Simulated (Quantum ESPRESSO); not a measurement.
pw.x input (Quantum ESPRESSO 7.5; PBEsol, PseudoDojo standard norm-conserving files, scalar-relativistic):

```
&CONTROL
  calculation = 'scf'
  pseudo_dir = './pseudo'
  outdir = './out'
  tprnfor = .true.
  tstress = .true.
/
&SYSTEM
  ibrav = 0
  nat = 2
  ntyp = 2
  ecutwfc = 80.0
  ecutrho = 320.0
  occupations = 'smearing'
  smearing = 'fd'
  degauss = 0.002
  nbnd = 13
/
&ELECTRONS
  conv_thr = 2e-10
/
ATOMIC_SPECIES
P 30.9738 P.upf
Ga 69.7230 Ga.upf
CELL_PARAMETERS angstrom
  0.000000000000   2.719967967000   2.719967967000
  2.719967967000   0.000000000000   2.719967967000
  2.719967967000   2.719967967000   0.000000000000
ATOMIC_POSITIONS crystal
P   0.750000000000   0.750000000000   0.750000000000
Ga   0.000000000000   0.000000000000   0.000000000000
K_POINTS automatic
8 8 8 0 0 0
```

End of the output:

```
     total energy              =    -166.60439945 Ry
     estimated scf accuracy    <       0.00000015 Ry
     total energy              =    -166.60439954 Ry
     estimated scf accuracy    <          9.2E-09 Ry
     total energy              =    -166.60439955 Ry
     estimated scf accuracy    <          2.6E-09 Ry
[...]
     the Fermi energy is     8.3497 ev
!    total energy              =    -166.60439955 Ry
     estimated scf accuracy    <          2.5E-11 Ry
     smearing contrib. (-TS)   =      -0.00000000 Ry
     internal energy E=F+TS    =    -166.60439955 Ry
     The total energy is F=E-TS. E is the sum of the following terms:
     one-electron contribution =     -76.49349023 Ry
     hartree contribution      =      52.08321416 Ry
     xc contribution           =     -45.52914518 Ry
     ewald contribution        =     -96.66497830 Ry
     convergence has been achieved in   8 iterations
     Forces acting on atoms (cartesian axes, Ry/au):
     atom    1 type  1   force =     0.00000000    0.00000000    0.00000000
     atom    2 type  2   force =     0.00000000   -0.00000000   -0.00000000
     Total force =     0.000000     Total SCF correction =     0.000000
     Computing stress (Cartesian axis) and pressure
          total   stress  (Ry/bohr**3)                   (kbar)     P=       -0.37
  -0.00000254   0.00000000   0.00000000           -0.37        0.00        0.00
   0.00000000  -0.00000254   0.00000000            0.00       -0.37        0.00
   0.00000000   0.00000000  -0.00000254            0.00        0.00       -0.37
```
In a gapped system the printed Fermi energy is only some level inside the gap.

Spin-orbit coupling is not included.

Geometry relaxed with PBEsol.
